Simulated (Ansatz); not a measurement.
**Lattice vibrations of Ti₂PdS₂ at Γ**

These are results of Ansatz 0.2.0, DFT PBE, scalar-relativistic, plane waves, PAW, not measurements. Settings: 420 eV plane-wave cutoff, Γ-centred 14×14×14 mesh, Gaussian smearing of 0.10 eV. No spin polarisation. Phonons by linear response, acoustic sum rule imposed.

Relaxed structure:
```yaml
crystal:
  lattice:
    - [-1.64098, 1.64098, 7.17635]
    - [1.64098, -1.64098, 7.17635]
    - [1.64098, 1.64098, -7.17635]
  atoms:
    - { symbol: Ti, position: [0.61981, 0.61981, 0.00000] }
    - { symbol: Ti, position: [0.38019, 0.38019, 0.00000] }
    - { symbol: Pd, position: [0.00000, 0.00000, 0.00000] }
    - { symbol: S, position: [0.17636, 0.17636, 0.00000] }
    - { symbol: S, position: [0.82364, 0.82364, 0.00000] }
```

The cell was found from a proposed guess, not taken from experiment. In a metal, frequencies depend on the k mesh and the smearing, soft modes most.

(1) Is this structure stable against zone-centre distortions?

(2) List the optical modes at Γ (i marks imaginary ones).

Answers

(1) Yes, at Γ: no optical mode is imaginary. Strains and other wave vectors aren't tested by this run.

(2)
```
frequency (cm⁻¹)  degeneracy
              62           2
             128           2
             152           1
             187           1
             213           1
             273           1
             303           2
             317           2
```
